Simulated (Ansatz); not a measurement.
Electric field gradients in Sn3O4

Theory: DFT PBEsol, scalar-relativistic, plane waves, PAW in Ansatz 0.2.0. Settings: 420 eV plane-wave cutoff, Γ-centred 6×6×6 mesh, Fermi-Dirac smearing of 0.15 eV. No spin polarisation.

Relaxed structure:
```yaml
crystal:
  lattice:
    - [7.09606, 0.00000, 0.00728]
    - [0.00000, 5.77674, 0.00000]
    - [-0.00618, 0.00000, 6.02924]
  atoms:
    - { symbol: Sn, position: [0.79895, 0.50000, 0.25000] }
    - { symbol: Sn, position: [0.20105, 0.50000, 0.25000] }
    - { symbol: Sn, position: [0.20105, 0.50000, 0.75000] }
    - { symbol: Sn, position: [0.79895, 0.50000, 0.75000] }
    - { symbol: Sn, position: [0.50000, 0.00000, 0.00000] }
    - { symbol: Sn, position: [0.50000, 0.00000, 0.50000] }
    - { symbol: O, position: [0.71942, 0.27317, 0.00000] }
    - { symbol: O, position: [0.28058, 0.27317, 0.50000] }
    - { symbol: O, position: [0.28058, 0.72683, 0.00000] }
    - { symbol: O, position: [0.71942, 0.72683, 0.50000] }
    - { symbol: O, position: [0.28058, 0.27317, 0.00000] }
    - { symbol: O, position: [0.71942, 0.27317, 0.50000] }
    - { symbol: O, position: [0.71942, 0.72683, 0.00000] }
    - { symbol: O, position: [0.28058, 0.72683, 0.50000] }
```

In a metal these results depend on the k mesh and the smearing. A semilocal functional can close a gap that the real compound has. Spin–orbit coupling is left out, which matters for gradients at heavy nuclei.

Task: Give V_zz (10²¹ V/m²) and the asymmetry η at each distinct site.

Result:
```tsv
atom	V_zz	η
Sn (atom 1)	4.38	0.69
Sn (atom 5)	-23.39	0.12
O (atom 7)	-9.24	0.07
```

Whether Sn3O4 exists in this form wasn't checked.

Cost: 1 run of about 1 core-minutes, on Arm Neoverse V2 (shared hosts).